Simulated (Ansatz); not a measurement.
Values for one crystal, relaxed and computed with DFT-r²SCAN in the program Ansatz with PAW potentials; other levels are named.

Volume per atom: 14.17 Å³
Electronic character: metallic (no gap)
Bulk modulus (Birch–Murnaghan fit): 278 GPa
Density of states at the Fermi level: 0.98 states/eV per atom (mean over ±0.08 eV)
Pressure derivative B′: 5.1

Question: Pick the material that matches.
A. Rb, β-Sn type
B. Li, diamond
C. Ru, body-centred tetragonal
D. W, R-3m (Pearson symbol hR13)

Answer: C, Ru, body-centred tetragonal

Space group I4/mmm (body-centred tetragonal). The start of the workflow was typed in or built on a structure type; neither database checked (COD, Materials Project) lists it. It is not the phase usual at ambient conditions (space group No. 194). Symmetry was held in the r²SCAN relaxation; whether a distortion lowers the energy is not shown. The final state is ferromagnetic, chosen from 4 collinear starts compared on coarse meshes (ties went to the first, and starts can fall back to one state), not a proven ground state. Other orbital occupations within this spin state were not tried. Spin–orbit coupling is left out wherever it is not named.

Potentials: the later of the program's two PAW sets.
